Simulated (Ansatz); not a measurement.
NiTe (NiAs type)

```
CELL_PARAMETERS angstrom
      3.97290     0.00000     0.00000
     -1.98645     3.44064     0.00000
      0.00000     0.00000     5.17540
ATOMIC_POSITIONS crystal
  Ni 0.00000 0.00000 0.00000
  Ni 0.00000 0.00000 0.50000
  Te 0.33333 0.66667 0.25000
  Te 0.66667 0.33333 0.75000
```

The relaxed cell is deformed in two ways at once: its volume V is scaled, and at that volume it is stretched along z (the c axis of the conventional cell) so that c/a changes. Fractional atomic positions are held.

Computed with PBEsol (plane waves to 420 eV, PAW, scalar-relativistic; Ansatz, a quantum-chemistry and plane-wave program). k mesh 14×14×9 (Γ-centred), Fermi-Dirac smearing 0.05 eV. Stress and pressure are positive under compression. With partly filled bands, the response to shear is sensitive to the k mesh, so small differences along c/a are uncertain. NiTe is run without spin polarisation. NiTe was relaxed with its symmetry unable to fall. Spin-orbit coupling is left out, though Te is heavy.

At one point of the scan the stress tensor (GPa) is:

```
   17.4      0.0      0.0
    0.0     17.4      0.0
    0.0      0.0      5.4
```

Task: Which point is it?
(A) V/V₀ = 0.920, (c/a)/(c/a)₀ = 1.000
(B) V/V₀ = 0.960, (c/a)/(c/a)₀ = 1.060
(C) V/V₀ = 0.920, (c/a)/(c/a)₀ = 0.880
(D) V/V₀ = 0.920, (c/a)/(c/a)₀ = 1.120

Result: D, V/V₀ = 0.920, (c/a)/(c/a)₀ = 1.120

(A scan under strain: stresses follow from slopes of the energy per volume, elastic moduli from its curvatures.)
